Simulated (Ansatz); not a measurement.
An elastic tensor (GPa, Voigt order, standard axes) from the program Ansatz at the PBEsol level (PAW):

```
534  249  198  0.0  0.0  0.0
249  534  198  0.0  0.0  0.0
198  198  655  0.0  0.0  0.0
0.0  0.0  0.0  186  0.0  0.0
0.0  0.0  0.0  0.0  186  0.0
0.0  0.0  0.0  0.0  0.0  142
```

### Question
Pick the material that matches.
A) MoIr, P-6m2 (Mo on 1a, Ir on 1d)
B) TaP, P-6m2 (Ta on 1e, P on 1b)
C) BiB, P-6m2 (B on 1a, Bi on 1f)
D) YAl3, P6_3/mmc (Y on 2d, Al on 6h)

### Answer
A, MoIr, P-6m2 (Mo on 1a, Ir on 1d)

The first step of the workflow began from a Materials Project structure, measured or hypothetical; the Crystallography Open Database copy checked does not list it. COD files the formula under space group No. 51. With Mo and Ir taken as one species the cell has the higher symmetry P6_3/mmc, so it may be an ordered model of a mixed-site phase. Its standing as an ambient phase is unchecked. Symmetry was held in the PBEsol relaxation; whether a distortion lowers the energy is not shown. The run is not spin-polarised. As this level gives no gap, shear constants depend on the k-mesh and smearing (Fermi–Dirac, 0.1 eV here). On the denser mesh and wider smearing of the elastic run this cell carries a stress of 0.7 GPa. Spin–orbit coupling is left out wherever it is not named.

Potentials: the later of the program's two PAW sets.
